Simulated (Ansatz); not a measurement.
The cell comes from COD entry 1523115, which wasn't checked; take it as a given geometry. The listed cell was then made from it by scaling, straining or moving an atom.

ScGa₃: DFT, LDA, PAW with Ansatz's default frozen-core files, scalar-relativistic (Ansatz 0.2.0). What sets it apart from a plain run of this crystal: volume scaled by 1.02.

Command: `ansatz run input.yaml --threads 1 --pin off --max-ram 4096MiB --backend cpu --events-out ev --progress --plain --runs-dir out` The run took 9 s on 1 thread of Arm Neoverse V1 (shared host), peak memory 0.41 GiB.

```yaml
crystal:
  lattice:
    - [4.1221199956, 0.0, 0.0]
    - [0.0, 4.1221199956, 0.0]
    - [0.0, 0.0, 4.1221199956]
  atoms:
    - { symbol: Sc, position: [0.0, 0.0, 0.0] }
    - { symbol: Ga, position: [0.0, 0.5, 0.5] }
    - { symbol: Ga, position: [0.5, 0.0, 0.5] }
    - { symbol: Ga, position: [0.5, 0.5, 0.0] }
kpoints:
  mp_grid: { grid: [9, 9, 9] }
scf:
  occupations: { method: fermi_dirac, width: 0.05 }
hamiltonian:
  xc: lda
  pseudopotentials: { kind: paw }
output:
  forces: true
  stress: true
  eigenvalues: true
  efg: { contact_densities: true }
  write_density: true
  write_potential: true
  elf: true
  volumetric_format: npy
```

Output (standing set-up lines are left out):

```
Crystal: 4 atoms, lattice volume = 70.043 Å³
SCF iter   1: F=—  HF=-13212.118743 eV  |F-HF|=—  |Δ(HF+E_count)|=         —  Δρ=6.47e-3  dr2=1.47e-2  ethr=1.77e-3  ⟨swp⟩=5.9  Hψ=4405  notcnv=0
preconditioner: auto → Kerker (q_TF=auto, 2.579 Å⁻¹)  [metal: Δε(μ)=0.093 eV  Ē_g=15.825 eV  σ=0.050 eV  W_gap=0.42  n_scr=18 (ndim 8)  ℏωp=30.7 eV  f_vac=0.000  D(μ)=0.98/eV (n_scr^D=6)]
SCF iter   2: F=—  HF=-13212.115784 eV  |F-HF|=—  |Δ(HF+E_count)|=   2.96e-3  Δρ=3.21e-3  dr2=5.66e-3  ethr=2.95e-5  ⟨swp⟩=2.9  Hψ=2258  notcnv=0  defer=4
SCF iter   3: F=—  HF=-13212.114741 eV  |F-HF|=—  |Δ(HF+E_count)|=   1.04e-3  Δρ=1.44e-3  dr2=1.41e-3  ethr=1.13e-5  ⟨swp⟩=2.4  Hψ=1757  notcnv=0  defer=4
SCF iter   4: F=—  HF=-13212.114256 eV  |F-HF|=—  |Δ(HF+E_count)|=   4.85e-4  Δρ=4.09e-4  dr2=1.63e-4  ethr=2.82e-6  ⟨swp⟩=2.0  Hψ=1768  notcnv=0  defer=4
SCF iter   5: F=—  HF=-13212.114193 eV  |F-HF|=—  |Δ(HF+E_count)|=   6.33e-5  Δρ=1.69e-4  dr2=2.43e-5  ethr=3.26e-7  ⟨swp⟩=2.0  Hψ=1778  notcnv=0  defer=4
SCF iter   6: F=—  HF=-13212.114190 eV  |F-HF|=—  |Δ(HF+E_count)|=   2.55e-6  Δρ=3.77e-5  dr2=1.17e-6  ethr=4.86e-8  ⟨swp⟩=2.0  Hψ=1255  notcnv=0  defer=4
SCF iter   7: F=-13212.114190 eV  HF=-13212.114190 eV  |F-HF|=1.88e-8  |Δ(HF+E_count)|=   1.96e-7  Δρ=6.97e-6  dr2=3.86e-8  ethr=2.00e-10  ⟨swp⟩=6.1  Hψ=6301  notcnv=0
SCF 1 converged in 7 iterations: F = -13212.114190 eV  dr2 = 3.86e-8
  greatest PAW one-centre occupation: 0.998 electrons in one spin orbital (limit 2), on the Sc atom at site 0 (counted from 0), in its partial waves of l = 0
SCF converged after 7 iterations
Free energy (F): -13212.114190 eV
Harris-Foulkes:  -13212.114190 eV  (|F-HF|=1.88e-8)
Internal energy: -13212.105242 eV  (E = F + TS)
E sigma→0 (E₀):  -13212.109716 eV
Entropy (-TS):   -0.008948 eV (-2.237 meV/atom)
Fermi energy:    11.228100 eV
--- Per-component energies (eV) ---
  E_band       = -199.692888
  E_kinetic    = 611.408712
  E_local      = -5920.037747  (includes V_loc(G=0)·N_el)
  E_nonlocal   = 1359.993690
  E_hartree    = 2702.055631
  E_xc         = -312.863124
  E_vxc        = -308.341526  (∫ρ·V_xc dr)
  E_paw        = -6641.298557  (= ΣΔE_a)
  E_vpaw       = -1346.825650  (= ΣTr[D̂ρ^β])
  E_aug_tail   = -0.000414  (compensation charges beyond the density's cutoff)
  E_ewald      = -5016.853796
  E_core_change = 5.490362  (= ΣΔE_core)
  E_smearing   = -0.008948  (= −TS)
  E_closure    = -0.000000  (closes the sum)
  Σ components = -13212.114190   (vs F -13212.114190, Δ=0.00e0)
--- Forces (eV/Å), atoms counted from 1 ---
  atom   1  Sc    -0.00000000    -0.00000000     0.00000000
  atom   2  Ga     0.00000000    -0.00000000    -0.00000000
  atom   3  Ga     0.00000000    -0.00000000    -0.00000000
  atom   4  Ga     0.00000000     0.00000000    -0.00000000
  max |Σ_I F_I| component: 8.69e-29 eV/Å
--- Stress (GPa, compression-positive) ---
       -6.735830      -0.000000       0.000000
        0.000000      -6.735830       0.000000
        0.000000      -0.000000      -6.735830
  P = ⅓ Tr σ = -6.7358 GPa (-67.358 kbar)
--- PAW observables at the nuclei: V_zz in 10²¹ V/m², potentials from the cell's mean, atoms counted from 1 ---
  atom   1  Sc V_zz =    +0.000000   η = 0.0000   by run symmetry: forbidden
            electrostatic potential = -2371.707620 V   contact ρ = 48230.149639 e/Å³
  atom   2  Ga V_zz =    +6.459843   η = 0.0000   by run symmetry: allowed
            electrostatic potential = -4134.562070 V   contact ρ = 186483.193344 e/Å³
  atom   3  Ga V_zz =    +6.459843   η = 0.0000   by run symmetry: allowed
            electrostatic potential = -4134.562070 V   contact ρ = 186483.193344 e/Å³
  atom   4  Ga V_zz =    +6.459843   η = 0.0000   by run symmetry: allowed
            electrostatic potential = -4134.562070 V   contact ρ = 186483.193344 e/Å³
--- Band table (eV; the first three rows and the last of 35) ---
  k-point 0: bands = ["-37.6713", "-16.6192", "-16.6192", "-16.6192", "-3.9072", "-3.8843", "-3.8843", "-3.8843", "-3.7548", "-3.7548", "-3.6305", "-3.6305", "-3.6305", "-3.5746", "-3.5746", "-3.4605", "-3.4526", "-3.4526", "-3.4526", "0.4495", "8.0213", "8.0213", "9.3644", "9.3644", "9.3644", "12.9008", "12.9008", "12.9008", "14.2973", "14.5028"]
  k-point 1: bands = ["-37.6712", "-16.6227", "-16.6190", "-16.6190", "-3.8973", "-3.8814", "-3.8731", "-3.8731", "-3.7515", "-3.7458", "-3.6332", "-3.6296", "-3.6296", "-3.5813", "-3.5744", "-3.4667", "-3.4666", "-3.4666", "-3.4526", "0.5618", "7.1489", "8.1149", "9.4012", "9.4012", "10.0487", "12.8139", "12.8139", "12.9119", "13.7798", "14.4564"]
  k-point 2: bands = ["-37.6708", "-16.6317", "-16.6187", "-16.6187", "-3.8738", "-3.8699", "-3.8407", "-3.8407", "-3.7429", "-3.7207", "-3.6402", "-3.6280", "-3.6280", "-3.6011", "-3.5741", "-3.5055", "-3.5055", "-3.4844", "-3.4526", "0.8956", "5.8177", "8.3963", "9.4909", "9.4909", "10.9537", "12.5912", "12.6700", "12.6700", "12.9403", "14.5100"]
  k-point 34: bands = ["-37.6682", "-16.6395", "-16.6392", "-16.6392", "-3.8124", "-3.8032", "-3.8032", "-3.7958", "-3.7344", "-3.7344", "-3.7262", "-3.6350", "-3.6258", "-3.6258", "-3.5917", "-3.5917", "-3.4787", "-3.4787", "-3.4694", "5.0329", "5.5942", "5.5942", "7.3081", "8.3930", "8.3930", "8.4140", "13.6469", "13.6469", "13.7255", "14.7009"]
```
